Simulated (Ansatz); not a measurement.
# ScPd3: do energies and stresses tell the same story?

Method: DFT r2SCAN, scalar-relativistic, plane waves, PAW in Ansatz 0.2.0.

Cutoff 500 eV; k points 10×10×10 on the computed 4-atom cell (Γ-centred); Gaussian smearing, width 0.10 eV; no spin polarisation.

Relaxed cell: Pm-3m, a = 3.974 Å, b = 3.974 Å, c = 3.974 Å, α = 90.00°, β = 90.00°, γ = 90.00°, 4 atoms in the primitive cell. Whether it is the stable form of this composition wasn't checked.

Energies at zero smearing and pressures from the stress tensor, at volumes with shape and atoms relaxed:
```tsv
V (Å³/atom)	E − E(first) (meV/atom)	P (GPa)
13.810	0.00	27.81
14.281	-68.25	18.89
14.751	-112.56	11.44
15.222	-136.83	5.21
15.693	-144.29	-0.02
16.164	-137.62	-4.40
16.634	-119.14	-8.06
17.262	-79.50	-12.02
```

**Question.** Check P = −dE/dV between neighbouring volumes, and get the bulk modulus from the pressures alone.

**Answer.** With 1 eV/Å³ = 160.2 GPa:
```csv
middle V (Å³/atom),−ΔE/ΔV (GPa),mean P (GPa)
14.045,23.228,23.350
14.516,15.079,15.168
14.987,8.258,8.327
15.457,2.539,2.596
15.928,-2.269,-2.208
16.399,-6.289,-6.229
16.948,-10.118,-10.038
```

The two differ by 0.12 GPa at most. The mean of two end pressures misses the average over a step by about ΔV² P″/12, up to 0.13 GPa here; with that taken off 0.03 GPa remains. The stress is the derivative of the free energy, not of the energy at zero smearing, and with free energies 0.01 GPa remains. Around V = 15.693 Å³/atom, the two neighbours give B = −V ΔP/ΔV = 15.693 × 9.61 / 0.942 = 160.1 GPa, against B0 = 159.3 GPa from the Birch–Murnaghan fit of the energies.

Cost: 9 runs of about 4.4 core-minutes in all, on Arm Neoverse V1 (shared hosts).